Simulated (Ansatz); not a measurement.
## Ir: symmetry broken, then relaxed

Method: Ansatz, DFT r2SCAN, scalar-relativistic, plane waves, PAW. Cutoff 500 eV, Γ-centred 12×12×8 k-points, Gaussian smearing of 0.15 eV. Spin–orbit coupling is left out, which can shift energies with elements as heavy as these. No spin polarisation. Energies are free energies at this smearing, counted from the undisturbed cell; pressure is positive in compression.

Reference structure (relaxed at this level; this form isn't the usual structure):

```
CELL_PARAMETERS angstrom
2.72927 0.00000 0.00000
-1.36463 2.36361 0.00000
0.00000 0.00000 4.42174
ATOMIC_POSITIONS crystal
Ir 0.66667 0.33333 0.75000
Ir 0.33333 0.66667 0.25000
```

The atoms are displaced (Å, in the unstrained cell):

```
atom ux uy uz
 Ir1   0.104   0.108   0.003
 Ir2  -0.104  -0.108  -0.003
```

Cell and atoms are then relaxed.

Problem. Does the relaxation return to the undisturbed structure?

Solution. Yes (up to a choice of domain or origin): same space group and volume, and an energy -0.1 meV/atom from it. The disturbance itself cost 114.0 meV/atom. The final space group reads P6_3/mmc (tolerance 0.05 Å) and the volume changes by 0.00 %.

Final structure:

```yaml
crystal:
  lattice:
    - [2.72613, 0.00000, 0.00001]
    - [-1.36307, 2.36089, 0.00000]
    - [0.00002, 0.00002, 4.43201]
  atoms:
    - { symbol: Ir, position: [0.66667, 0.33333, 0.75000] }
    - { symbol: Ir, position: [0.33333, 0.66667, 0.25000] }
```

The relaxation, step by step (energy from the first step; small jumps at an unchanged geometry come where the plane waves are selected anew for the new cell):

```tsv
step	ΔE (meV/atom)	largest force component (eV/Å)	pressure (GPa)
1	0.0	1.127	4.42
2	-100.6	0.457	-0.18
3	-112.8	0.056	-2.13
4	-114.1	0.000	-0.33
5	-114.2	0.000	-0.06
6	-114.2	0.000	-0.07
7	-114.2	0.000	0.00
8	-114.2	0.000	0.00
```

Cost: 3 runs of about 10 core-minutes in all, on Intel Xeon Processor @ 2.50GHz (Skylake/Cascade Lake) (shared hosts).